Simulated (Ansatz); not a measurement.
**Run on TiAu (P-6m2) — total moment held at 0.58 μB**

The calculation used DFT, r2SCAN, all-electron PAW with datasets made for the crystal, scalar-relativistic (Ansatz).

Command: `ansatz run input.yaml --threads 1 --pin off --max-ram 3072MiB --backend cpu --events-out ev --progress --plain --runs-dir out`

```yaml
crystal:
  lattice:
    - [2.9864759274, 0.0, 0.0]
    - [-1.4932379637, 2.5863640209, 0.0]
    - [0.0, 0.0, 4.554018]
  atoms:
    - { symbol: Ti, position: [0.0, 0.0, 0.0], spin: 0.58 }
    - { symbol: Au, position: [0.3333333333, 0.6666666667, 0.5] }
magnetization:
  spin_polarized: true
  initial_magnetization: 0.58
  spin_locking: { lock_magnetization: hard }
kpoints:
  mp_grid: { grid: [13, 13, 7] }
scf:
  occupations: { method: fermi_dirac, width: 0.05 }
  lower_state_search: "off"
hamiltonian:
  xc: r2scan
  pseudopotentials: { kind: all_electron, datasets: crystal }
output:
  forces: true
  stress: true
  eigenvalues: false
```

Log:

```
Warning: This run holds its total moment fixed (magnetization.spin_locking.lock_magnetization: hard) and mixes its density by anderson or broyden (scf.mixing.algorithm, typed or taken by auto). Slabs with a fixed moment have converged under broyden above another state at the same moment, at the default mixing steps and at smaller ones, and under scf.lower_state_search: standard, light or off a sta …
settings of this run that can trade accuracy for cost: output.eigenvalues: false. Do not mix this run's numbers with those of runs without the same settings; the input reference describes each key
hamiltonian.pseudopotentials.datasets: crystal makes datasets for this crystal and solves the spheres of its atoms anew in each pass: cutoff 260.0 eV, the density's 1820.0 eV; for an error of 0.50 meV an atom under PBE, 1.0 meV for the cell; an energy difference from a run of another recipe may be off by several times the error for the cell, under r2SCAN by more, where some 0.1 meV an atom stays a …
band count auto-derived: 21 (N_el = 31.0; filled up to band 16; 20 by the electrons, moments and atoms)
Engine: ansatz 0.2.0
Pseudopotentials: kind: all_electron
Pseudopotential: Ti, paw, valence charge 12, recommended cutoff 260 eV (normal), crystal/all_electron/r2scan/scalar/gaussian/Ti, Koelling and Harmon's equation, gaussian nucleus
Pseudopotential: Au, paw, valence charge 19, recommended cutoff 260 eV (normal), crystal/all_electron/r2scan/scalar/gaussian/Au, Koelling and Harmon's equation, gaussian nucleus
Functional definition: r2SCAN
  parameter k0 = 0.174
  parameter k1 = 0.065
  parameter a1 = 4.9479
  exchange = r2scan_x(k0 = k0, k1 = k1, a1 = a1)
  correlation = r2scan_c
Crystal: 2 atoms, lattice volume = 35.176 Å³
Basis set: ecut = 260 eV, 311 PW (Γ), exchange–correlation on 72×72×96 points (27 copies of the dense FFT grid, shifted against one another)
Bands: 21, of which v1, the nominal top of the filled ones, is band 16 counted from 1 (15 counted from 0)
Symmetry: 12 space group operations
Space group: P-6m2 (ITA 187), of the structure as read, at distance tolerance 3.3e-5 Å
Magnetic group: BNS 187.209 (UNI 1439), of the structure as read, at distance tolerance 3.3e-5 Å
k-points: 84 of 1183 (time reversal used)
Non-local potential: Ti, projectors of the file, l = 0: 2, l = 1: 2, l = 2: 2
Non-local potential: Au, projectors of the file, l = 0: 3, l = 1: 2, l = 2: 2
PAW form: soft (Blöchl's): semilocal exchange-correlation on the pseudo side does not see the compensation charge
PAW one-centre angular grid: Ti, 590 points (default); XC on its mesh's 1951 points in the sphere
PAW one-centre angular grid: Au, 590 points (default); XC on its mesh's 1815 points in the sphere
Initial density: superposition of atomic densities (chi_scale 0.1, normalization cell, long waves kept (reshape's long-wave potential 0.00 eV rms))
Starting moments: Σ|m| = 0.58 μB on 1 of 2 sites
Initial wavefunctions: pseudopotential atomic-orbital guess
Functional: x = r2scan, c = r2scan; τ floored in thin density (d = 2e-4 eV/Å³)
iter 1 solved again at ethr=1.00e-1 eV; its pass at ethr=1.00e-1 eV (dr2=3.14e2 eV) is discarded
SCF iter   1: F=—  HF=-540540.910441 eV  |F-HF|=—  |Δ(HF+E_count)|=         —  Δρ=3.19e-1 (↑3.19e-1 ↓3.16e-1)  dr2=3.13e2  dr2_τ=2.79e-1  dr2_m=5.42e-3  M=0.580 μB ∫|m|=0.625 μB  β_m=1.20  ethr=1.00e-1  ⟨swp⟩=2.0  Hψ=17696  notcnv=0
preconditioner: auto → none  [metal: Δε(μ)=0.019 eV  Ē_g=5.472 eV  σ=0.050 eV  W_gap=0.09  n_scr=8 (ndim 8)  ℏωp=24.2 eV  f_vac=0.000  D(μ)=2.51/eV (n_scr^D=22)  sad-step TF]
iter 2 solved again at ethr=9.36e-3 eV; its pass at ethr=1.00e-1 eV (dr2=2.90e0 eV) is discarded
SCF iter   2: F=—  HF=-540523.181495 eV  |F-HF|=—  |Δ(HF+E_count)|=    1.77e1  Δρ=5.86e-2 (↑5.86e-2 ↓3.34e-2)  dr2=2.90e0  dr2_τ=2.66e-1  dr2_m=6.29e-2  M=0.580 μB ∫|m|=0.580 μB  β_m=1.20  ethr=9.36e-3  ⟨swp⟩=2.0  Hψ=15681  notcnv=0  defer=4  κ⁻¹=1.0e0(r=1)
SCF iter   3: F=—  HF=-540532.502867 eV  |F-HF|=—  |Δ(HF+E_count)|=    9.32e0  Δρ=1.23e-1 (↑1.23e-1 ↓1.04e-1)  dr2=4.05e1  dr2_τ=9.66e-2  dr2_m=4.53e-2  M=0.580 μB ∫|m|=0.580 μB  β_m=1.20  ethr=9.35e-3  ⟨swp⟩=4.2  Hψ=10320  notcnv=0  κ⁻¹=3.0e-2(r=2)
SCF iter   4: F=—  HF=-540526.800318 eV  |F-HF|=—  |Δ(HF+E_count)|=    5.70e0  Δρ=9.51e-2 (↑9.51e-2 ↓8.12e-2)  dr2=2.10e1  dr2_τ=6.18e-2  dr2_m=2.59e-2  M=0.580 μB ∫|m|=0.580 μB  β_m=1.20  ethr=9.35e-3  ⟨swp⟩=3.9  Hψ=8729  notcnv=0  κ⁻¹=6.4e-4(r=3)
SCF iter   5: F=—  HF=-540529.124072 eV  |F-HF|=—  |Δ(HF+E_count)|=    2.32e0  Δρ=9.47e-2 (↑8.56e-2 ↓9.47e-2)  dr2=2.30e1  dr2_τ=3.80e-2  dr2_m=1.48e-2  M=0.580 μB ∫|m|=0.598 μB  β_m=1.20  ethr=9.35e-3  ⟨swp⟩=3.1  Hψ=7850  notcnv=0  defer=2  κ⁻¹=2.0e-4(r=4)
[...]
SCF iter  14: F=—  HF=-540524.247704 eV  |F-HF|=—  |Δ(HF+E_count)|=   1.46e-4  Δρ=1.98e-4 (↑1.98e-4 ↓1.64e-4)  dr2=4.00e-5  dr2_τ=6.23e-8  dr2_m=1.38e-6  M=0.580 μB ∫|m|=0.647 μB  β_m=1.20  ethr=8.04e-7  ⟨swp⟩=2.8  Hψ=8748  notcnv=0  κ⁻¹=6.8e-8(r=8)
SCF iter  15: F=—  HF=-540524.247704 eV  |F-HF|=—  |Δ(HF+E_count)|=   5.62e-7  Δρ=9.26e-5 (↑6.43e-5 ↓9.26e-5)  dr2=3.82e-6  dr2_τ=1.21e-8  dr2_m=3.04e-7  M=0.580 μB ∫|m|=0.646 μB  β_m=1.20  ethr=1.29e-7  ⟨swp⟩=3.0  Hψ=7429  notcnv=0  κ⁻¹=2.4e-8(r=8)
SCF iter  16: F=—  HF=-540524.247700 eV  |F-HF|=—  |Δ(HF+E_count)|=   3.41e-6  Δρ=3.80e-5 (↑3.80e-5 ↓3.55e-5)  dr2=7.71e-7  dr2_τ=8.24e-9  dr2_m=5.12e-8  M=0.580 μB ∫|m|=0.646 μB  β_m=1.20  ethr=1.23e-8  ⟨swp⟩=3.0  Hψ=6927  notcnv=0  κ⁻¹=3.1e-7(r=8)
SCF iter  17: F=—  HF=-540524.247699 eV  |F-HF|=—  |Δ(HF+E_count)|=   6.88e-7  Δρ=1.05e-5 (↑1.05e-5 ↓1.02e-5)  dr2=7.42e-8  dr2_τ=1.30e-10  dr2_m=6.87e-9  M=0.580 μB ∫|m|=0.646 μB  β_m=1.20  ethr=2.49e-9  ⟨swp⟩=3.0  Hψ=7153  notcnv=0  κ⁻¹=7.8e-8(r=8)
SCF iter  18: F=—  HF=-540524.247700 eV  |F-HF|=—  |Δ(HF+E_count)|=   8.04e-8  Δρ=4.86e-6 (↑4.86e-6 ↓4.73e-6)  dr2=1.63e-8  dr2_τ=1.51e-11  dr2_m=1.80e-9  M=0.580 μB ∫|m|=0.646 μB  β_m=1.20  ethr=2.39e-10  ⟨swp⟩=3.2  Hψ=7564  notcnv=0  κ⁻¹=1.8e-7(r=8)
SCF iter  19: F=—  HF=-540524.247700 eV  |F-HF|=—  |Δ(HF+E_count)|=   3.71e-8  Δρ=3.20e-6 (↑2.61e-6 ↓3.20e-6)  dr2=1.02e-8  dr2_τ=1.91e-11  dr2_m=3.30e-10  M=0.580 μB ∫|m|=0.646 μB  β_m=1.20  ethr=5.27e-11  ⟨swp⟩=3.2  Hψ=7784  notcnv=0  κ⁻¹=4.6e-8(r=8)
SCF iter  20: F=—  HF=-540524.247700 eV  |F-HF|=—  |Δ(HF+E_count)|=   7.92e-9  Δρ=1.45e-6 (↑1.45e-6 ↓1.23e-6)  dr2=2.55e-9  dr2_τ=8.27e-12  dr2_m=1.05e-10  M=0.580 μB ∫|m|=0.646 μB  β_m=1.20  ethr=3.29e-11  ⟨swp⟩=3.0  Hψ=6743  notcnv=0  κ⁻¹=4.0e-8(r=8)
SCF iter  21: F=—  HF=-540524.247700 eV  |F-HF|=—  |Δ(HF+E_count)|=   1.28e-9  Δρ=1.05e-6 (↑8.86e-7 ↓1.05e-6)  dr2=6.31e-10  dr2_τ=1.06e-11  dr2_m=1.24e-10  M=0.580 μB ∫|m|=0.646 μB  β_m=1.20  ethr=8.23e-12  ⟨swp⟩=3.0  Hψ=6848  notcnv=0  κ⁻¹=3.2e-6(r=8)
SCF iter  22: F=-540524.247700 eV  HF=-540524.247700 eV  |F-HF|=4.66e-10  |Δ(HF+E_count)|=  8.15e-10  Δρ=4.84e-7 (↑4.05e-7 ↓4.84e-7)  dr2=9.75e-11  dr2_τ=3.28e-13  dr2_m=1.84e-11  M=0.580 μB ∫|m|=0.646 μB  ethr=2.03e-12  ⟨swp⟩=3.3  Hψ=7991  notcnv=0
SCF 1 converged in 22 iterations: F = -540524.247706 eV  dr2 = 9.75e-11
  Residual-converged pass: ⟨swp⟩=1.4  Hψ=3599  notcnv=0  max |occ|·‖R‖ = 5.2e-6 eV (tolerance 5.3e-6 eV)  dr2=9.74e-11  dr2_τ=3.29e-13  dr2_m=1.84e-11  dr2_onsite=3.10e-9  max |Δocc| = 9.3e-12
  greatest PAW one-centre occupation: 1.020 electrons in one spin orbital (limit 2), on the Au atom at site 1 (counted from 0), in its partial waves of l = 0
this state was not tested for a lower state beside it, because the mixer in use, unlike msr1, does not test its closes by its own steps (another_mixer; see scf.mixing.algorithm and scf.lower_state_search)
SCF converged after 22 iterations
Magnetization: 0.5800 μB (15.7900 up, 15.2100 down)
Absolute magnetization: 0.6456 μB (∫|ρ↑−ρ↓|)
Spin contamination: 0.0339 ħ² per cell (⟨S²⟩ above its minimum at these occupations)
Per-site moments (μB) at R_I (Å): [(0.4528407936990482, 1.1781755942446182), (-0.013415856294549193, 1.1781755942446182)]
Free energy (F): -540524.247706 eV
Harris-Foulkes:  -540524.247706 eV  (|F-HF|=4.66e-10)
Internal energy: -540524.230320 eV  (E = F + TS)
E sigma→0 (E₀):  -540524.239013 eV
Entropy (-TS):   -0.017386 eV (-8.693 meV/atom)
Past the cutoff: the bands carry plane waves up to 2.50 times it, of which those up to 1.5 times it add -0.001286 eV an atom, each by itself; the spheres take 0.001195 eV an atom off the energy for waves past 2.50 times it
Past the cutoffs: a stress includes 0.0083 GPa for waves and charges beyond them, in addition to the slope of what the spheres take
In the spheres:  the bands' charges fall short by 3.8e-6 e at most (sound up to 1e-3)
Fermi energy:    19.126823 (↑ 18.985276, ↓ 19.268369) eV
--- Per-component energies (eV) ---
  E_band       = -367.299644
  E_kinetic    = 318.471082
  E_local      = -2237.187528  (includes V_loc(G=0)·N_el)
  E_nonlocal   = 106.089569
  E_hartree    = 1178.369991
  E_xc         = -108.964990
  E_vxc        = -161.310826  (∫ρ·V_xc dr)
  E_paw        = -543694.686379  (= ΣΔE_a)
  E_vpaw       = -8599.902680  (= ΣTr[D̂ρ^β])
  E_vtau       = 12.375046  (kinetic-family band-sum trace: ∫τ·v_τ [+ j·A + Jᵃ·Aᵃ] dr)
  E_ewald      = -3923.747656
  E_smearing   = -0.017386  (= −TS)
  E_closure    = 7837.425591  (closes the sum)
  Σ components = -540524.247706   (vs F -540524.247706, Δ=0.00e0)
  The terms above E_closure are by the made datasets' own strengths, without shells solved beside the bands.
--- Forces (eV/Å), atoms counted from 1 ---
  atom   1  Ti    -0.00000000     0.00000000     0.00000000
  atom   2  Au     0.00000000     0.00000000     0.00000000
  max |Σ_I F_I| component: 6.94e-17 eV/Å
--- Stress (GPa, compression-positive) ---
       -2.361743      -0.000000       0.000000
        0.000000      -2.361743       0.000000
        0.000000       0.000000      -4.747312
  P = ⅓ Tr σ = -3.1569 GPa (-31.569 kbar)
settings of this run that can trade accuracy for cost: output.eigenvalues: false. Do not mix this run's numbers with those of runs without the same settings; the input reference describes each key
```

Site moments (μB): Ti1 0.45, Au2 -0.01. Cell moment 0.58 μB.

The magnetic group in the log treats spin as a scalar label, without spin–orbit coupling.

The Ansatz runs typed with the search for lower states off end where their start leads. Spin–orbit coupling is left out although heavy atoms are present. r²SCAN is known to give itinerant transition metals moments and polarisation energies that are too large. The magnetic state is the one that this cell and start allow. It needn't be the compound's measured order, which may need a larger cell or be absent.

It took 81 s on 1 thread of Arm Neoverse V1 (shared host), peak memory 1 GiB.
